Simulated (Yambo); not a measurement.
G0W0@PBEsol for NbNO (space group P2_1/c, No. 14) in Yambo. Reference settings: 2×2×2 Γ-centred k mesh, bands 5 to 268 and a 8 Ry block in the screening, 268 bands in G with the Bruneval-Gonze terminator, plasmon pole fitted at 27.2 eV. The PBEsol gap Γ → (-0.5, 0, 0) on this mesh is 1.58 eV; G0W0 gaps are taken between the same points.

The settings were changed. The gap went from 2.21 eV to 2.58 eV, and the shift of the valence edge from 0.05 eV to 0.14 eV.

What was changed between the two runs?
A) 3 Ry block
B) 7 Ry block
C) 180 bands in G, no terminator
D) 2 Ry block

D, 2 Ry block. The others gave (gap, valence shift): 7 Ry block: 2.20, 0.08 eV; 180 bands in G, no terminator: 2.22, 0.45 eV; 3 Ry block: 2.25, 0.22 eV.

Spin-orbit coupling is not included.

Geometry of the Materials Project entry, not relaxed at this level; primitive cell a = 5.0254 Å, b = 5.0841 Å, c = 5.2446 Å, α = 90.00°, β = 99.62°, γ = 90.00°.

A shift is the quasiparticle energy of the state minus its PBEsol energy.
